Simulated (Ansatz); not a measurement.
KBaI3, cubic perovskite, relaxed with r2SCAN in the plane-wave code Ansatz: space group Pm-3m (No. 221), cubic; conventional cell a = 6.719 Å, 60.67 Å³ an atom. Ba has 6 I at 3.36 Å; I has 2 Ba at 3.36 Å. The cell was then strained (x, y and z are the cube axes), with the atoms relaxed again; stress is positive in compression. Note: simulated data, non-magnetic, for a generated structure that need not be the stable one.

- Uniaxial -0.5 % along z, other directions held: r2SCAN's stress changes by +0.16 GPa along the strain and +0.01 GPa across it.
- Isotropic -2.0 % on every length: the pressure changes by +0.85 GPa, and the HSE06 gap (R → Γ) goes from 4.020 to 4.054 eV.

Question: Estimate C₁₁, C₁₂ and the bulk modulus from the uniaxial step.

Answer: With compression positive, C₁₁ ≈ −Δσ∥/ε = (-0.16)/(-0.0050) = 32 GPa and C₁₂ ≈ (-0.01)/(-0.0050) = 2 GPa; B = (C₁₁ + 2C₁₂)/3 = 12 GPa. A one-sided step carries third-order terms: it reads high by some per cent.

Question: What bulk modulus does the isotropic step give?

Answer: Δ ln V = 3 ln(0.9800) = -0.0606, so B ≈ −ΔP/Δ ln V = 14 GPa, against 12 GPa from C₁₁ and C₁₂; one-sided steps of finite size carry third-order terms.

Question: Give the volume deformation potential of that gap and its pressure coefficient.

Answer: a_V = ΔE_g/Δ ln V = (+0.034)/(-0.0606) = -0.56 eV; dE_g/dP = −a_V/B = +40 meV/GPa, with HSE06's gap and r2SCAN's modulus.

No spin-orbit coupling is included; it can move band edges with weight on the heavy atoms by tenths of an eV.

The meshes of the hybrids are coarse, so their gaps aren't converged to the digits shown.
